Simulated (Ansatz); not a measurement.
# Sn: an elastic constant from a strain scan

Theory: DFT PBEsol, scalar-relativistic, plane waves, PAW in Ansatz. Settings: plane waves to 420 eV, k-mesh 22×22×22 (Γ-centred), Gaussian smearing 0.15 eV. No spin polarisation. Energies are free energies at this smearing, counted from the undisturbed cell; pressure is positive in compression.

Zero of the scan (relaxed at this level; with this scan's settings it stands at -0.3 GPa; this bcc form isn't the usual structure):

```xyz
1
Lattice="-1.8724 1.8724 1.8724 1.8724 -1.8724 1.8724 1.8724 1.8724 -1.8724" Properties=species:S:1:pos:R:3 pbc="T T T"
Sn    0.0000    0.0000    0.0000
```

The cell is strained by ε times the Voigt pattern (1, 1, 0, 0, 0, 0) (xx, yy, zz, yz, xz, xy; engineering shear) with fractional coordinates fixed. The cell holds 1 atom in V0 = 26.26 Å³. The stress column is τ = (1/V0) dE/dε, got from the stress tensor σ (compression positive) at each point as −det(1 + εP) σ : P(1 + εP)⁻¹, with P the pattern as a tensor.

| ε | ΔE (meV/atom) | τ (GPa) |
| --- | --- | --- |
| -0.0300 | 14.404 | -6.912 |
| -0.0200 | 5.397 | -4.129 |
| -0.0100 | 0.723 | -1.610 |
| 0.0000 | 0.000 | 0.688 |
| 0.0100 | 2.826 | 2.708 |
| 0.0200 | 8.702 | 4.414 |
| 0.0300 | 17.164 | 5.889 |
| 0.0350 | 22.276 | 6.586 |
| 0.0400 | ? | ? |

Question: Which combination of elastic constants does this scan measure, and how large is it?

Answer: For small ε, τ = τ0 + Kε with K = pᵀCp, which for this pattern is 2(C11 + C12) in the cubic axes. The parabola through τ at ε = -0.0100, 0 and 0.0100 has slope K = 216 GPa at zero. The energies per cell, E = NΔE, of the same two points give K = 2[E(ε₊)/ε₊ − E(ε₋)/ε₋]/[(ε₊ − ε₋)V0] = 217 GPa, in agreement.

Question: Predict the withheld row at ε = 0.0400 from the harmonic law, and compare.

Answer: ΔE = V0(τ0 ε + Kε²/2)/N = 32.820 meV/atom and τ = 9.32 GPa. The calculation gives 27.955 meV/atom and 7.28 GPa: the energy lies 15 % below the harmonic value, as bonds soften when stretched.

In a metal these slopes depend on the k mesh and the smearing.

Cost: 10 runs of about 2.3 core-minutes in all, on Arm Neoverse V1 (shared hosts).